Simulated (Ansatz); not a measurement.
A geometry of MgS away from equilibrium: the start of the relaxation of a relaxed MgS cell, doubled along one cell vector, shaken by Gaussian noise of σ = 0.08 Å a coordinate. The numbers are results of r2SCAN (plane waves to 500 eV, PAW, scalar-relativistic; Ansatz, a quantum-chemistry and plane-wave program), not measurements. Γ-centred k-mesh 11×6×11 on the run's cell, Fermi–Dirac smearing 0.05 eV.

```xyz
4
Lattice="0.0000 2.6016 2.6016 5.2032 0.0000 5.2032 2.6016 2.6016 0.0000" Properties=species:S:1:pos:R:3 pbc="T T T"
S     -0.0943     0.0180    -0.0236
S      2.6875    -0.0084     2.7712
Mg     2.5388     2.8288     2.4072
Mg     5.1588     2.6249     5.1541
```

Problem. Which atoms carry the largest force, and which way does it point?

Solution. 1.69 eV/Å, on S2, Mg3 (atoms numbered as listed); on Mg3 its components are (0.56, -1.24, 1.00).

Problem. What is the pressure?

Solution. +3.0 GPa, compression positive.

Problem. How much energy per atom can still be gained by relaxing?

Solution. 0.11 eV/atom; the path ends in Fm-3m (No. 225) (rock salt type).

No spin polarisation in the result.
